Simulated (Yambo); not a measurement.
Yambo run on Li2O (anti-fluorite, space group Fm-3m, No. 225). The wavefunctions are PBEsol (Quantum ESPRESSO, PseudoDojo norm-conserving, 84 Ry, scalar-relativistic) ones on a 6×6×6 mesh (6 occupied bands); a = b = c = 3.2361 Å, α = β = γ = 60.00°.

Yambo input:

```
rim_cut
gw0
dyson
el_el_corr
HF_and_locXC
ppa
em1d
RandQpts= 1000000
RandGvec= 1 Ry
EXXRLvcs= 84 Ry
VXCRLvcs= 336 Ry
Chimod= "HARTREE"
% BndsRnXp
 3 | 95 |
%
NGsBlkXp= 11 Ry
% LongDrXp
 1.0 | 1.0 | 1.0 |
%
PPAPntXp= 27.2114 eV
% GbndRnge
 1 | 95 |
%
GTermKind= "BG"
DysSolver= "n"
ExtendOut
% QPkrange
 1 | 1 | 6 | 7 |
 13 | 13 | 7 | 7 |
%
```

k points by index: 1 = Γ, 13 = X.

The o-*.qp file then holds:

```
#    K-point    Band    Eo [eV]    E [eV]    E-Eo [eV]    Vxc [eV]    Vnlxc [eV]    Sc|Eo [eV]    Sc|E [eV]    dSc/dw|Eo [eV]    Re(Z)    Im(Z)
#
    1    6    0.000000    -1.610924    -1.610924    -19.10961    -24.76674    3.605007    4.046205    -7.451923    0.785017    -0.001399
    1    7    5.382174    6.463008    1.080835    -10.80363    -6.162104    -3.364203    -3.560691    -4.946385    0.846183    -0.001005
    13    7    4.903879    5.940165    1.036286    -8.450081    -3.978292    -3.265379    -3.435503    -4.466800    0.858993    -0.948881E-3
```
(The two width columns are left out.) Convergence of these settings isn't established.

Geometry relaxed with PBEsol.
